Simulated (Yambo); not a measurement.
## Convergence of the G0W0 gap of Na2CO3

G0W0@PBEsol for Na$_{2}$CO$_{3}$ (space group C2/m, No. 12) in Yambo. Reference settings: 2×2×2 Γ-centred k mesh, bands 5 to 208 and a 7 Ry block in the screening, 208 bands in G with the Bruneval-Gonze terminator, plasmon pole fitted at 27.2 eV. The PBEsol gap (0, 0, -0.5) → Γ on this mesh is 4.13 eV; G0W0 gaps are taken between the same points.

```tsv
change from the reference	G0W0 gap (0, 0, -0.5) → Γ (eV)	shift of the valence edge (eV)	rough Yambo cost
reference settings	7.09	-1.74	1
wavefunctions cut at 10 Ry	6.81	-1.22	about 1/3
exchange cut at 20 Ry	6.83	-1.33	–
exchange cut at 10 Ry	6.31	-0.30	–
65 bands in W, 65 bands in G, 2 Ry block	8.25	-2.31	about 1/6
65 bands in W, 65 bands in G, 6 Ry block	7.74	-1.68	about 1/6
90 bands in W, 90 bands in G, 3 Ry block	7.46	-1.83	about 1/4
90 bands in W, 90 bands in G, 4 Ry block	7.39	-1.72	about 1/4
124 bands in W, 124 bands in G, 3 Ry block	7.25	-1.84	about 1/3
166 bands in W, 166 bands in G, 3 Ry block	7.15	-1.85	within a factor of two
4 Ry block	7.05	-1.78	within a factor of two
4×4×2 mesh	7.02	-1.73	about 5×
65 bands in W, 65 bands in G, no terminator	7.57	-1.29	about 1/5
124 bands in W, 124 bands in G, 3 Ry block, no terminator	7.18	-1.67	about 1/3
166 bands in W, 166 bands in G, no terminator	6.97	-1.44	within a factor of two
```

The reference isn't shown to be the converged limit. Costs are rough (shared machines), scaled to the same edge states, and given only for runs that recompute the screening.

Geometry of the Materials Project entry, not relaxed at this level; primitive cell a = b = 5.121 Å, c = 5.922 Å, α = β = 101.29°, γ = 61.87°.

A shift is the quasiparticle energy of the state minus its PBEsol energy.
